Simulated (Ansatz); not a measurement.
Starting cell, Pb (fcc, Cu type):

```xyz
4
Lattice="4.9909 0.0000 0.0000 0.0000 4.9909 0.0000 0.0000 0.0000 4.9909" Properties=species:S:1:pos:R:3 pbc="T T T"
Pb     0.0000     0.0000     0.0000
Pb     2.4955     2.4955     0.0000
Pb     2.4955     0.0000     2.4955
Pb     0.0000     2.4955     2.4955
```

In this cell atom 2 (Pb, nearest neighbour Pb at 3.529 Å; its periodic images, 5.0 Å or more away, move with it) is moved by s along Cartesian [111], unit vector (0.577, 0.577, 0.577); all other atoms and the cell stay fixed.

All values below come from r2SCAN (plane waves to 500 eV, PAW, scalar-relativistic; Ansatz, a quantum-chemistry and plane-wave program). k mesh 8×8×8 (Γ-centred), Fermi-Dirac smearing 0.05 eV. Energies are smeared free energies. With partly filled bands, energies and forces of such displacements shift with the k mesh and the smearing. On this mesh the relaxed cell isn't quite at rest: it carries a pressure of 0.2 GPa (compression positive) at the zero of the scan. Pb was relaxed with its symmetry unable to fall. Spin-orbit coupling is left out, though Pb is heavy. ΔE is measured from the undisplaced structure. The last digit holds for this mesh only.

| s (Å) | ΔE (meV/cell) |
|---|---|
| -1.060 | 1536.8 |
| -0.848 | 739.8 |
| -0.636 | withheld |
| -0.424 | 83.9 |
| -0.212 | 12.0 |
| 0.000 | 0.0 |
| 0.212 | 12.0 |
| 0.424 | 83.9 |
| 0.636 | withheld |
| 0.848 | 739.8 |
| 1.060 | 1536.8 |

### Question
Fit an even polynomial form (powers 2, 4, 6) to the given rows and predict ΔE at s = 0.636.

### Answer
Least squares on the 9 given rows: ΔE = (246.3)·s² + (1249)·s⁴ + (-222.9)·s⁶, in meV/cell with s in Å; root-mean-square residual 0.84 meV/cell. At 0.636 the fit gives 289.2 meV/cell; the calculation gives 295.2 meV/cell, so the interpolation is off by -6.0 (-2.0 %). The quadratic term alone would give 99.6 meV/cell.

(For displaced atoms, the force is minus the slope of the energy, and its curvature is a force constant, which sets phonon frequencies.)
